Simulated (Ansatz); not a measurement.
Input, command and steps of an Ansatz relaxation.

```yaml
crystal:
  lattice:
    - [1.6243991988, 0.9378473147, 7.5299142718]
    - [-1.6243991988, 0.9378473147, 7.5299142718]
    - [0.0, -1.8756946293, 7.5299142718]
  atoms:
    - { symbol: In, position: [0.4, 0.4, 0.4] }
    - { symbol: In, position: [0.6, 0.6, 0.6] }
    - { symbol: B, position: [0.0, 0.0, 0.0] }
    - { symbol: B, position: [0.2095, 0.2095, 0.2095] }
    - { symbol: B, position: [0.7905, 0.7905, 0.7905] }
basis:
  ecutwfc: 420
kpoints:
  mp_grid: { grid: [6, 6, 6] }
hamiltonian:
  xc: pbe
scf:
  occupations: { method: gaussian, width: 0.1 }
  lower_state_search: "off"
output:
  forces: true
  stress: true
  eigenvalues: true
relax:
  adjacent_minimum: "off"
  f_tol: 0.04
  max_steps: 70
  cell: { stress_tol: 0.4 }
```

```bash
ansatz run input.yaml --threads 1 --pin off --max-ram 2560MiB --backend cpu --events-out ev --progress --plain --runs-dir out
```

Computed with DFT PBE, scalar-relativistic, plane waves, PAW in Ansatz 0.2.0.

Of 9 frames 9 are shown, positions in Å and forces in eV/Å; the SCF threshold varies from step to step. Steps run on the plane waves of an earlier cell, with a Pulay correction in the pressure. The basis is chosen afresh for the last frame, the zero of the energies, and at times for earlier ones too; energy and pressure step there, also at an unchanged geometry.

```xyz
5
Lattice="1.6244 0.9378 7.5299 -1.6244 0.9378 7.5299 0.0000 -1.8757 7.5299" Properties=species:S:1:pos:R:3:forces:R:3 pbc="T T T" step=1 free_energy_over_end_meV_per_atom=999.41 pressure_GPa=13.50
In    0.0000    0.0000    9.0359    0.0000    0.0000   -0.4283
In    0.0000    0.0000   13.5538    0.0000    0.0000    0.4283
B     0.0000    0.0000    0.0000    0.0000    0.0000    0.0000
B     0.0000    0.0000    4.7326    0.0000    0.0000   -3.1462
B     0.0000    0.0000   17.8572    0.0000    0.0000    3.1462
5
Lattice="1.6627 0.9599 7.4498 -1.6627 0.9599 7.4498 0.0000 -1.9199 7.4498" Properties=species:S:1:pos:R:3:forces:R:3 pbc="T T T" step=2 free_energy_over_end_meV_per_atom=725.85 pressure_GPa=1.20
In    0.0000    0.0000    8.9929    0.0000    0.0000   -0.2757
In    0.0000    0.0000   13.3564    0.0000    0.0000    0.2757
B     0.0000    0.0000    0.0000    0.0000    0.0000    0.0000
B     0.0000    0.0000    4.4897    0.0000    0.0000   -3.1324
B     0.0000    0.0000   17.8597    0.0000    0.0000    3.1324
5
Lattice="1.6733 0.9661 7.3713 -1.6733 0.9661 7.3713 0.0000 -1.9321 7.3713" Properties=species:S:1:pos:R:3:forces:R:3 pbc="T T T" step=3 free_energy_over_end_meV_per_atom=474.72 pressure_GPa=-4.48
In    0.0000    0.0000    8.9492    0.0000    0.0000    0.0802
In    0.0000    0.0000   13.1646    0.0000    0.0000   -0.0802
B     0.0000    0.0000    0.0000    0.0000    0.0000    0.0000
B     0.0000    0.0000    4.2515    0.0000    0.0000   -3.2637
B     0.0000    0.0000   17.8623    0.0000    0.0000    3.2637
5
Lattice="1.6748 0.9669 7.2876 -1.6748 0.9669 7.2876 0.0000 -1.9339 7.2876" Properties=species:S:1:pos:R:3:forces:R:3 pbc="T T T" step=4 free_energy_over_end_meV_per_atom=245.92 pressure_GPa=-6.73
In    0.0000    0.0000    8.9013    0.0000    0.0000    0.0122
In    0.0000    0.0000   12.9613    0.0000    0.0000   -0.0122
B     0.0000    0.0000    0.0000    0.0000    0.0000    0.0000
B     0.0000    0.0000    4.0144    0.0000    0.0000   -2.6097
B     0.0000    0.0000   17.8482    0.0000    0.0000    2.6097
5
Lattice="1.6534 0.9546 7.2648 -1.6534 0.9546 7.2648 0.0000 -1.9092 7.2648" Properties=species:S:1:pos:R:3:forces:R:3 pbc="T T T" step=5 free_energy_over_end_meV_per_atom=58.92 pressure_GPa=-5.76
In    0.0000    0.0000    8.9178    0.0000    0.0000   -0.2565
In    0.0000    0.0000   12.8767    0.0000    0.0000    0.2565
B     0.0000    0.0000    0.0000    0.0000    0.0000    0.0000
B     0.0000    0.0000    3.8120    0.0000    0.0000   -1.4622
B     0.0000    0.0000   17.9825    0.0000    0.0000    1.4622
5
Lattice="1.6172 0.9337 7.1736 -1.6172 0.9337 7.1736 0.0000 -1.8673 7.1736" Properties=species:S:1:pos:R:3:forces:R:3 pbc="T T T" step=6 free_energy_over_end_meV_per_atom=6.97 pressure_GPa=1.07
In    0.0000    0.0000    8.7778    0.0000    0.0000    0.0944
In    0.0000    0.0000   12.7430    0.0000    0.0000   -0.0944
B     0.0000    0.0000    0.0000    0.0000    0.0000    0.0000
B     0.0000    0.0000    3.5736    0.0000    0.0000    0.6364
B     0.0000    0.0000   17.9472    0.0000    0.0000   -0.6364
5
Lattice="1.6202 0.9354 7.2445 -1.6202 0.9354 7.2445 0.0000 -1.8709 7.2445" Properties=species:S:1:pos:R:3:forces:R:3 pbc="T T T" step=7 free_energy_over_end_meV_per_atom=-0.22 pressure_GPa=-0.74
In    0.0000    0.0000    8.8699    0.0000    0.0000    0.0528
In    0.0000    0.0000   12.8637    0.0000    0.0000   -0.0528
B     0.0000    0.0000    0.0000    0.0000    0.0000    0.0000
B     0.0000    0.0000    3.6639    0.0000    0.0000   -0.0259
B     0.0000    0.0000   18.0697    0.0000    0.0000    0.0259
5
Lattice="1.6184 0.9344 7.2250 -1.6184 0.9344 7.2250 0.0000 -1.8688 7.2250" Properties=species:S:1:pos:R:3:forces:R:3 pbc="T T T" step=8 free_energy_over_end_meV_per_atom=-0.53 pressure_GPa=-0.18
In    0.0000    0.0000    8.8488    0.0000    0.0000    0.0326
In    0.0000    0.0000   12.8263    0.0000    0.0000   -0.0326
B     0.0000    0.0000    0.0000    0.0000    0.0000    0.0000
B     0.0000    0.0000    3.6518    0.0000    0.0000    0.0051
B     0.0000    0.0000   18.0232    0.0000    0.0000   -0.0051
5
Lattice="1.6184 0.9344 7.2250 -1.6184 0.9344 7.2250 0.0000 -1.8688 7.2250" Properties=species:S:1:pos:R:3:forces:R:3 pbc="T T T" step=9 free_energy_over_end_meV_per_atom=0.00 pressure_GPa=-0.20
In    0.0000    0.0000    8.8488    0.0000    0.0000    0.0326
In    0.0000    0.0000   12.8263    0.0000    0.0000   -0.0326
B     0.0000    0.0000    0.0000    0.0000    0.0000    0.0000
B     0.0000    0.0000    3.6518    0.0000    0.0000    0.0052
B     0.0000    0.0000   18.0232    0.0000    0.0000   -0.0052
```

The start puts this composition into another compound's structure type, which needn't suit it. At the end the space group is R-3m (tolerance 0.05 Å).

Time: 32 s on 1 thread of Arm Neoverse V1 (shared host), peak memory 0.35 GiB.

The k mesh is coarse.